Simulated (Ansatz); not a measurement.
TiAs:
```xyz
8
Lattice="3.6404 0.0000 0.0000 -1.8202 3.1526 0.0000 0.0000 0.0000 12.0412" Properties=species:S:1:pos:R:3 pbc="T T T"
Ti     0.0000     2.1018     1.4139
Ti     1.8202     1.0509    10.6273
Ti     1.8202     1.0509     7.4345
Ti     0.0000     2.1018     4.6067
As     0.0000     0.0000     0.0000
As     0.0000     0.0000     6.0206
As     0.0000     2.1018     9.0309
As     1.8202     1.0509     3.0103
```

Relaxed with r²SCAN. Special points in fractions of this cell's reciprocal vectors: Γ (0.000, 0.000, 0.000); M (0.500, 0.000, 0.000); K (0.333, 0.333, 0.000); A (0.000, 0.000, 0.500); L (0.500, 0.000, 0.500); H (0.333, 0.333, 0.500).

Task: List the band energies nearest the Fermi level at these points for r²SCAN in the plane-wave PAW code Ansatz.

Result: In eV from the Fermi level; about four levels below and three above (degenerate sets whole), none deeper than 8.9 eV; points with the same levels are listed once.

| k | below | above |
|---|---|---|
| Γ | -0.30 -0.30 -0.19 -0.19 | 0.33 0.33 0.41 |
| M | -2.36 -1.73 -1.68 -0.77 | 0.34 0.75 1.15 |
| K | -3.20 -3.20 -3.01 -0.01 | 0.53 0.53 0.76 |
| A | -0.15 -0.15 -0.15 -0.15 | 0.61 0.61 0.96 0.96 0.96 0.96 |
| L | -2.01 -2.01 -1.30 -1.30 | 0.86 0.86 1.15 1.15 |
| H | -3.30 -3.30 -3.06 -3.06 | 0.28 0.28 0.70 0.70 |

Space group P6_3/mmc. The workflow started from a Materials Project entry (that database holds measured and hypothetical structures alike); the Crystallography Open Database files this formula in space group No. 194, but the cells were not matched. Whether it is the stable phase at ambient conditions was not checked. Symmetry was held in the r²SCAN relaxation; its stability against distortions is not shown here. The run is not spin-polarised. Scalar-relativistic: spin–orbit coupling is off unless named, which matters more the heavier the elements.

Potentials: the later of the program's two PAW sets.
